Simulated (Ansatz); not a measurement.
HfC:
```yaml
crystal:
  lattice:
    - [0.00000, 2.32033, 2.32033]
    - [2.32033, 0.00000, 2.32033]
    - [2.32033, 2.32033, 0.00000]
  atoms:
    - { symbol: C, position: [0.00000, 0.00000, 0.00000] }
    - { symbol: Hf, position: [0.50000, 0.50000, 0.50000] }
```

Relaxed with r²SCAN. Special points in fractions of this cell's reciprocal vectors: Γ (0.000, 0.000, 0.000); X (0.500, 0.000, 0.500); U (0.625, 0.250, 0.625); K (0.375, 0.375, 0.750); L (0.500, 0.500, 0.500); W (0.500, 0.250, 0.750).

List the band energies nearest the Fermi level at these points for r²SCAN (plane waves, PAW; program Ansatz).

In eV from the Fermi level; about four levels below and three above (degenerate sets whole), none deeper than 8.9 eV; points with the same levels are listed once.

```json
[
 {"k": "Γ", "below": "–", "above": "1.06 1.06 1.06"},
 {"k": "X", "below": "-2.81 -1.67 -0.14 -0.14", "above": "5.48 7.08 7.08"},
 {"k": "U", "below": "-3.64 -2.92 -1.79", "above": "1.80 6.13 6.56"},
 {"k": "L", "below": "-6.37 -3.20 -3.20", "above": "5.65 5.65 6.20"},
 {"k": "W", "below": "-3.14 -2.86 -2.86", "above": "3.96 3.96 7.10"}
]
```

Space group Fm-3m (rock salt). The cell was relaxed with r²SCAN under the symmetry of its start; of distortions, only those at the zone centre were tested. The run is not spin-polarised. Spin–orbit coupling is left out wherever it is not named.

Potentials: the later of the program's two PAW sets.
